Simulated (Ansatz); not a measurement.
Input for Ansatz (plane-wave DFT, PAW):

```yaml
crystal:
  lattice:
    - [0.0, 3.58, 3.58]
    - [3.58, 0.0, 3.58]
    - [3.58, 3.58, 0.0]
  atoms:
    - { symbol: Ta, position: [0.5, 0.5, 0.5] }
    - { symbol: Ta, position: [0.75, 0.75, 0.75] }
    - { symbol: V, position: [0.125, 0.125, 0.125], spin: 2.0 }
    - { symbol: V, position: [0.625, 0.125, 0.125], spin: 2.0 }
    - { symbol: V, position: [0.125, 0.125, 0.625], spin: 2.0 }
    - { symbol: V, position: [0.125, 0.625, 0.125], spin: 2.0 }
basis:
  ecutwfc: 420
kpoints:
  mp_grid: { grid: [4, 4, 4] }
hamiltonian:
  xc: pbesol
scf:
  occupations: { method: gaussian, width: 0.1 }
  lower_state_search: "off"
output:
  forces: true
  stress: true
  eigenvalues: true
  populations: true
magnetization:
  spin_polarized: true
```

Command:
```bash
ansatz run input.yaml --threads 1 --pin off --max-ram 2560MiB --backend cpu --events-out ev --progress --plain --runs-dir out
```

All numbers below come from DFT PBEsol, scalar-relativistic, plane waves, PAW in Ansatz.

Abridged output (iterations and final results):

```
SCF iter   1: F=—  HF=-31155.290752 eV  |F-HF|=—  |Δ(HF+E_count)|=         —  Δρ=1.04e-1 (↑1.04e-1 ↓9.33e-2) dr2=1.24e1  dr2_m=7.05e0  M=2.471 μB ∫|m|=3.071 μB  β_m=0.30  ethr=3.10e-3  ⟨swp⟩=4.5  Hψ=3005  notcnv=0
spin=Collinear: Kerker preconditioning applied to the charge; magnetization (m = ρ↑ − ρ↓) channel mixes plain (no charge-response kernel on spin).
SCF iter   2: F=—  HF=-31154.656913 eV  |F-HF|=—  |Δ(HF+E_count)|=   6.34e-1  Δρ=8.41e-2 (↑8.41e-2 ↓6.22e-2) dr2=4.23e0  dr2_m=4.04e0  M=2.056 μB ∫|m|=2.802 μB  β_m=0.30  ethr=3.10e-3  ⟨swp⟩=2.4  Hψ=1166  notcnv=0  defer=79
SCF iter   3: F=—  HF=-31154.040225 eV  |F-HF|=—  |Δ(HF+E_count)|=   6.17e-1  Δρ=5.55e-2 (↑5.55e-2 ↓4.78e-2) dr2=3.63e-1  dr2_m=2.19e0  M=1.838 μB ∫|m|=2.701 μB  β_m=0.30  ethr=3.10e-3  ⟨swp⟩=2.9  Hψ=1315  notcnv=0  defer=79
SCF iter   4: F=—  HF=-31154.227458 eV  |F-HF|=—  |Δ(HF+E_count)|=   1.87e-1  Δρ=4.00e-2 (↑3.94e-2 ↓4.00e-2) dr2=2.12e-2  dr2_m=1.32e0  M=1.601 μB ∫|m|=2.419 μB  β_m=0.30  ethr=4.65e-4  ⟨swp⟩=2.7  Hψ=1482  notcnv=0  defer=86
SCF iter   5: F=—  HF=-31154.389446 eV  |F-HF|=—  |Δ(HF+E_count)|=   1.62e-1  Δρ=3.19e-2 (↑3.09e-2 ↓3.19e-2) dr2=1.30e-3  dr2_m=8.28e-1  M=1.421 μB ∫|m|=2.130 μB  β_m=0.30  ethr=2.71e-5  ⟨swp⟩=2.1  Hψ=1513  notcnv=0  defer=82
SCF iter   6: F=—  HF=-31154.493965 eV  |F-HF|=—  |Δ(HF+E_count)|=   1.05e-1  Δρ=2.51e-2 (↑2.47e-2 ↓2.51e-2) dr2=1.70e-3  dr2_m=5.20e-1  M=1.281 μB ∫|m|=1.895 μB  β_m=0.30  ethr=1.66e-6  ⟨swp⟩=2.0  Hψ=1345  notcnv=0  defer=82
SCF iter   7: F=—  HF=-31154.559451 eV  |F-HF|=—  |Δ(HF+E_count)|=   6.55e-2  Δρ=1.99e-2 (↑1.95e-2 ↓1.99e-2) dr2=2.70e-3  dr2_m=3.26e-1  M=1.180 μB ∫|m|=1.706 μB  β_m=0.30  ethr=1.66e-6  ⟨swp⟩=2.0  Hψ=1289  notcnv=0  defer=82
SCF iter   8: F=—  HF=-31154.601675 eV  |F-HF|=—  |Δ(HF+E_count)|=   4.22e-2  Δρ=1.58e-2 (↑1.53e-2 ↓1.58e-2) dr2=5.93e-3  dr2_m=2.02e-1  M=1.114 μB ∫|m|=1.558 μB  β_m=0.30  ethr=1.66e-6  ⟨swp⟩=2.4  Hψ=1289  notcnv=0  defer=82
Mixer restart at iter 8: flushing history
spin-set hold released at iteration 8 (site moments contracting): the magnetisation degrees of freedom join the quasi-Newton model from the next iteration; the mixer history was flushed
SCF iter   9: F=—  HF=-31154.626521 eV  |F-HF|=—  |Δ(HF+E_count)|=   2.48e-2  Δρ=1.23e-2 (↑1.20e-2 ↓1.23e-2) dr2=3.55e-3  dr2_m=1.24e-1  M=1.080 μB ∫|m|=1.448 μB  β_m=0.61  ethr=1.66e-6  ⟨swp⟩=2.1  Hψ=1100  notcnv=0  defer=82
SCF iter  10: F=—  HF=-31154.671232 eV  |F-HF|=—  |Δ(HF+E_count)|=   4.47e-2  Δρ=2.37e-3 (↑2.04e-3 ↓2.37e-3) dr2=6.18e-4  dr2_m=4.01e-3  M=0.879 μB ∫|m|=0.989 μB  β_m=0.82  ethr=1.66e-6  ⟨swp⟩=3.1  Hψ=1554  notcnv=0  defer=82
SCF iter  11: F=—  HF=-31154.674797 eV  |F-HF|=—  |Δ(HF+E_count)|=   3.57e-3  Δρ=1.23e-3 (↑1.23e-3 ↓4.07e-4) dr2=1.60e-3  dr2_m=4.82e-4  M=0.791 μB ∫|m|=0.835 μB  β_m=0.85  ethr=7.93e-7  ⟨swp⟩=2.7  Hψ=1420  notcnv=0  defer=82
SCF iter  12: F=—  HF=-31154.675221 eV  |F-HF|=—  |Δ(HF+E_count)|=   4.24e-4  Δρ=9.87e-4 (↑2.81e-4 ↓9.87e-4) dr2=1.31e-3  dr2_m=2.86e-4  M=0.762 μB ∫|m|=0.792 μB  β_m=0.79  ethr=7.93e-7  ⟨swp⟩=2.2  Hψ=1285  notcnv=0  defer=81
SCF iter  13: F=—  HF=-31154.675524 eV  |F-HF|=—  |Δ(HF+E_count)|=   3.03e-4  Δρ=4.12e-4 (↑2.73e-4 ↓4.12e-4) dr2=5.33e-5  dr2_m=9.66e-5  M=0.717 μB ∫|m|=0.734 μB  β_m=0.90  ethr=7.93e-7  ⟨swp⟩=2.1  Hψ=1026  notcnv=0  defer=78
SCF iter  14: F=—  HF=-31154.675707 eV  |F-HF|=—  |Δ(HF+E_count)|=   1.83e-4  Δρ=2.02e-4 (↑1.75e-4 ↓2.02e-4) dr2=2.71e-6  dr2_m=2.94e-5  M=0.671 μB ∫|m|=0.681 μB  β_m=0.95  ethr=6.84e-8  ⟨swp⟩=2.0  Hψ=1046  notcnv=0  defer=78
SCF iter  15: F=—  HF=-31154.675798 eV  |F-HF|=—  |Δ(HF+E_count)|=   9.11e-5  Δρ=8.84e-5 (↑8.84e-5 ↓6.56e-5) dr2=1.80e-6  dr2_m=4.70e-6  M=0.612 μB ∫|m|=0.620 μB  β_m=0.97  ethr=3.47e-9  ⟨swp⟩=3.0  Hψ=1579  notcnv=0  defer=78
SCF iter  16: F=—  HF=-31154.675815 eV  |F-HF|=—  |Δ(HF+E_count)|=   1.73e-5  Δρ=2.20e-5 (↑2.20e-5 ↓2.20e-5) dr2=8.75e-8  dr2_m=3.94e-7  M=0.575 μB ∫|m|=0.582 μB  β_m=0.99  ethr=1.28e-10  ⟨swp⟩=8.9  Hψ=4125  notcnv=0
SCF iter  17: F=-31154.675817 eV  HF=-31154.675817 eV  |F-HF|=2.08e-8  |Δ(HF+E_count)|=   1.33e-6  Δρ=7.17e-6 (↑6.15e-6 ↓7.17e-6) dr2=2.20e-8  dr2_m=3.49e-8  M=0.565 μB ∫|m|=0.573 μB  β_m=0.99  ethr=1.12e-10  ⟨swp⟩=4.2  Hψ=2456  notcnv=0
SCF iter  18: F=-31154.675817 eV  HF=-31154.675817 eV  |F-HF|=1.96e-9  |Δ(HF+E_count)|=   1.21e-7  Δρ=1.47e-6 (↑1.47e-6 ↓1.09e-6) dr2=3.81e-9  dr2_m=1.07e-9  M=0.563 μB ∫|m|=0.571 μB  β_m=1.00  ethr=2.82e-11  ⟨swp⟩=2.0  Hψ=2432  notcnv=0
SCF iter  19: F=-31154.675817 eV  HF=-31154.675817 eV  |F-HF|=4.61e-9  |Δ(HF+E_count)|=   4.82e-9  Δρ=1.25e-6 (↑1.25e-6 ↓6.92e-7) dr2=5.03e-9  dr2_m=1.81e-10  M=0.562 μB ∫|m|=0.570 μB  β_m=0.97  ethr=4.89e-12  ⟨swp⟩=1.0  Hψ=1931  notcnv=0
SCF iter  20: F=-31154.675817 eV  HF=-31154.675817 eV  |F-HF|=3.49e-10  |Δ(HF+E_count)|=  4.37e-10  Δρ=3.54e-7 (↑2.19e-7 ↓3.54e-7) dr2=3.99e-10  dr2_m=2.25e-11  M=0.562 μB ∫|m|=0.570 μB  ethr=4.89e-12  ⟨swp⟩=1.0  Hψ=1891  notcnv=0
SCF 1 converged in 20 iterations: F = -31154.675817 eV  dr2 = 3.99e-10
SCF converged after 20 iterations
Magnetization: 0.5620 μB (39.2810 up, 38.7190 down)
Absolute magnetization: 0.5702 μB (∫|ρ↑−ρ↓|, with the PAW one-centre terms)
Spin contamination: 0.0030 ħ² per cell (⟨S²⟩ above its minimum at these occupations)
Per-site moments (μB) at R_I (Å): [(0.00724789, 1.22445641), (0.00724789, 1.22445641), (0.09265625, 1.04421993), (0.09265625, 1.04421993), (0.09265625, 1.04421993), (0.09265625, 1.04421993)]
Free energy (F): -31154.675817 eV
Harris-Foulkes:  -31154.675817 eV  (|F-HF|=3.49e-10)
Internal energy: -31154.610023 eV  (E = F + TS)
E sigma→0 (E₀):  -31154.642920 eV
Entropy (-TS):   -0.065794 eV (-10.966 meV/atom)
Fermi energy:    16.605854 eV
--- Per-component energies (eV) ---
  E_band       = -816.425580
  E_kinetic    = 2071.949017
  E_local      = -5020.884000  (includes V_loc(G=0)·N_el)
  E_nonlocal   = -144.376069
  E_hartree    = 2179.905887
  E_xc         = -950.496244
  E_vxc        = -1065.246524  (∫ρ·V_xc dr)
  E_paw        = -20889.008173  (= ΣΔE_a)
  E_vpaw       = -1017.679986  (= ΣTr[D̂ρ^β])
  E_aug_tail   = 0.001332  (compensation charges beyond the density's cutoff)
  E_ewald      = -8402.727782
  E_core_change = 1.026009  (= ΣΔE_core)
  E_smearing   = -0.065794  (= −TS)
--- Forces (eV/Å), atoms counted from 1 ---
  atom   1  Ta     0.00000000     0.00000000     0.00000000
  atom   2  Ta     0.00000000     0.00000000     0.00000000
  atom   3  V      0.00000000     0.00000000     0.00000000
  atom   4  V      0.00000000     0.00000000     0.00000000
  atom   5  V      0.00000000     0.00000000     0.00000000
  atom   6  V      0.00000000     0.00000000     0.00000000
--- Stress (GPa, compression-positive) ---
       -8.582500       0.000000       0.000000
        0.000000      -8.582500       0.000000
        0.000000       0.000000      -8.582500
  P = ⅓ Tr σ = -8.5825 GPa (-85.825 kbar)
--- Band table (eV; the first three rows and the last of 16) ---
  k-point 0 ↑: bands = ["-50.4797", "-50.4443", "-46.6667", "-46.4402", "-46.4402", "-46.4402", "-21.3260", "-20.8011", "-20.8011", "-20.8011", "-20.6282", "-20.6282", "-20.2035", "-20.2035", "-20.2035", "-20.0540", "-20.0540", "-20.0540", "-17.0261", "-17.0261", "-17.0261", "-16.8133", "-16.8133", "-16.8133", "9.7069", "13.0941", "14.0808", "14.0808", "14.0808", "15.0371", "15.0371", "15.0371", "15.7186", "15.7186", "15.8261", "15.8261", "16.6873", "16.6873", "16.6873", "17.9768", "17.9768", "17.9768", "18.4778", "18.4778", "18.9473", "18.9473", "18.9473", "19.3671", "20.0034", "20.0034", "20.0034", "21.0103"]
  k-point 1 ↑: bands = ["-50.4759", "-50.4480", "-46.6436", "-46.4644", "-46.4403", "-46.4403", "-21.2231", "-20.7588", "-20.7571", "-20.7571", "-20.5980", "-20.5980", "-20.2688", "-20.2688", "-20.2083", "-20.2034", "-20.0690", "-20.0690", "-17.0274", "-17.0274", "-17.0123", "-16.8344", "-16.8090", "-16.8090", "10.4206", "13.2887", "14.0771", "14.1065", "14.1065", "14.3850", "15.1951", "15.1951", "15.9272", "15.9272", "16.0020", "16.0020", "16.1796", "16.5435", "16.5435", "17.8759", "17.9942", "17.9942", "18.1652", "18.2959", "18.2959", "18.8835", "19.0614", "19.0614", "19.8166", "19.8166", "20.6923", "20.6923"]
  k-point 2 ↑: bands = ["-50.4707", "-50.4531", "-46.6114", "-46.4978", "-46.4403", "-46.4403", "-21.1114", "-20.7257", "-20.7257", "-20.5651", "-20.5223", "-20.4702", "-20.4702", "-20.4258", "-20.4258", "-20.2033", "-20.0773", "-20.0773", "-17.0286", "-17.0286", "-17.0173", "-16.8367", "-16.8049", "-16.8049", "11.9341", "12.4840", "13.3282", "14.2130", "14.2130", "14.8897", "15.5167", "15.5167", "15.6977", "15.6977", "16.1588", "16.1860", "16.1860", "16.5306", "16.5306", "16.5838", "18.1627", "18.1627", "18.4219", "18.4219", "18.7041", "18.7157", "18.7157", "18.8216", "19.2580", "19.2580", "19.7440", "20.7514"]
  k-point 7 ↓: bands = ["-50.4597", "-50.4597", "-46.4693", "-46.4693", "-46.3549", "-46.3549", "-20.7704", "-20.7704", "-20.5605", "-20.5605", "-20.3968", "-20.3968", "-20.3914", "-20.3914", "-20.2099", "-20.2099", "-20.0643", "-20.0643", "-17.0502", "-17.0502", "-16.9162", "-16.9162", "-16.7879", "-16.7879", "13.0394", "13.0394", "13.4842", "13.4842", "15.0313", "15.0313", "15.3217", "15.3217", "15.7487", "15.7487", "15.9331", "15.9331", "16.4127", "16.4127", "16.6525", "16.6525", "17.1763", "17.1763", "18.2346", "18.2346", "19.2286", "19.2286", "19.3675", "19.3675", "19.7389", "19.7389", "20.3731", "20.3731"]
--- Löwdin populations: 6 sites ---
  site symbol q [e]    m [muB]
     0     Ta     12.9388     0.0101
     1     Ta     12.9388     0.0101
     2      V     12.8366     0.1245
     3      V     12.8366     0.1245
     4      V     12.8366     0.1245
     5      V     12.8366     0.1245
  spilling = 0.009947 (of n_electrons = 78.000000)
```

The calculation finished and met its thresholds.

The run took 13 s on 1 thread of Arm Neoverse V2, on a shared host, peak memory 0.39 GiB.

The k mesh is coarse. Spin-orbit coupling is left out, which matters for the bands of heavy elements.